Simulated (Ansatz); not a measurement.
In plane-wave PAW PBEsol (Ansatz code), InSb in the wurtzite structure (P6_3mc) relaxes to a = 4.597 Å, c = 7.565 Å. In has 4 nearest neighbours from 2.82 Å (tetrahedral); Sb has 4 nearest neighbours from 2.82 Å (tetrahedral). Its formation energy from the elements is -0.067 eV/atom, with no fitted shifts.

Electronic character: no gap, with almost no states at the Fermi level (zero-gap or semimetallic). HSE06 on the same cell gives 0.40 eV (a hybrid on a coarse mesh can open a false gap in a semimetal). Gap from PBEsol with spin–orbit coupling: none (metallic).

An equation-of-state fit gives a bulk modulus of 425 kbar. The highest mode at Γ lies at 175 cm⁻¹.

The start of the workflow was typed in or built on a structure type; neither database checked (COD, Materials Project) lists it. It is not the phase usual at ambient conditions (space group No. 216). The PBEsol relaxation kept the symmetry of its start; of distortions, only those at the zone centre were tested. As this level gives no gap, phonon frequencies hold no LO–TO term and depend on the k-mesh and smearing (Fermi–Dirac, 0.1 eV here). The references are the lowest solids computed at this level, not always the standard phases. Scalar-relativistic: spin–orbit coupling is off unless named, which matters more the heavier the elements.

Potentials: the later of the program's two PAW sets.
